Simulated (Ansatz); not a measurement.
Cs:
```yaml
crystal:
  lattice:
    - [-4.84844, 4.84844, 2.65715]
    - [4.84844, -4.84844, 2.65715]
    - [4.84844, 4.84844, -2.65715]
  atoms:
    - { symbol: Cs, position: [0.75000, 0.25000, 0.50000] }
    - { symbol: Cs, position: [0.00000, 0.00000, 0.00000] }
```

Relaxed with r²SCAN. Special points in fractions of this cell's reciprocal vectors: Γ (0.000, 0.000, 0.000); X (0.000, 0.000, 0.500); M (-0.500, 0.500, 0.500); Z (0.325, 0.325, -0.325); Z0 (-0.325, 0.675, 0.325); P (0.250, 0.250, 0.250); N (0.000, 0.500, 0.000).

### Question
List the band energies nearest the Fermi level at these points for DFT-r²SCAN in the program Ansatz with PAW potentials.

### Answer
In eV from the Fermi level; about four levels below and three above (degenerate sets whole), none deeper than 8.9 eV; points with the same levels are listed once.

```json
[
 {"k": "Γ", "below": "-1.69", "above": "0.43 1.38 1.81"},
 {"k": "X", "below": "-0.66 -0.66", "above": "1.61 1.61 1.96 1.96"},
 {"k": "M", "below": "0.00 0.00", "above": "0.38 0.38 2.18 2.18"},
 {"k": "Z", "below": "–", "above": "0.51 0.51 0.72"},
 {"k": "P", "below": "–", "above": "0.48 0.48 0.58 0.58"},
 {"k": "N", "below": "–", "above": "0.11 0.43 0.65"}
]
```

Space group I4_1/amd (β-Sn type). The cell is a constructed one: a structure type filled with these elements; the Crystallography Open Database copy checked does not list it. It is not the phase usual at ambient conditions (space group No. 229). The cell was relaxed with r²SCAN under the symmetry of its start; of distortions, only those at the zone centre were tested. Scalar-relativistic: spin–orbit coupling is off unless named, which matters more the heavier the elements.

Potentials: the later of the program's two PAW sets.
